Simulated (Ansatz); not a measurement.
B$_{2}$Ru:
```xyz
6
Lattice="2.8494 0.0000 0.0000 0.0000 4.6255 0.0000 0.0000 0.0000 4.0241" Properties=species:S:1:pos:R:3 pbc="T T T"
B      0.0000     3.7186     1.4589
B      0.0000     0.9069     1.4589
B      1.4247     3.2197     2.5652
B      1.4247     1.4058     2.5652
Ru     0.0000     0.0000     3.4148
Ru     1.4247     2.3128     0.6093
```

Relaxed with PBEsol. Special points in fractions of this cell's reciprocal vectors: Γ (0.000, 0.000, 0.000); X (0.500, 0.000, 0.000); S (0.500, 0.500, 0.000); Y (0.000, 0.500, 0.000); Z (0.000, 0.000, 0.500); U (0.500, 0.000, 0.500); R (0.500, 0.500, 0.500); T (0.000, 0.500, 0.500).

**Question.** List the band energies nearest the Fermi level at these points for PBEsol with spin–orbit coupling (plane waves, PAW; program Ansatz).

**Answer.** In eV from the Fermi level; about four levels below and three above (degenerate sets whole), none deeper than 8.9 eV; points with the same levels are listed once.

```tsv
k	below	above
Γ	-1.84 -1.84 -1.21 -1.21	0.01 0.01 1.83 1.83
X	-2.31 -2.31 -2.31 -2.31	0.55 0.55 0.55 0.55
S	-0.34 -0.34 -0.34 -0.34	1.48 1.48 1.48 1.48
Y	-2.29 -2.29 -2.29 -2.29	2.28 2.28 2.28 2.28
Z	-1.87 -1.87 -0.57 -0.57	0.78 0.78 2.89 2.89
U	-0.16 -0.16 -0.16 -0.16	1.10 1.10 1.10 1.10
R	-2.57 -2.57 -2.57 -2.57	0.89 0.89 0.89 0.89
T	-1.43 -1.43 -1.43 -1.43	0.36 0.36 0.36 0.36
```

Space group Pmmn. The first step of the workflow began from a Materials Project structure, measured or hypothetical; the Crystallography Open Database files this formula in space group No. 59, but the cells were not matched. Whether it is the stable phase at ambient conditions was not checked. The PBEsol relaxation kept the symmetry of its start; its stability against distortions is not shown here. No spin polarisation was allowed.

Potentials: the later of the program's two PAW sets.
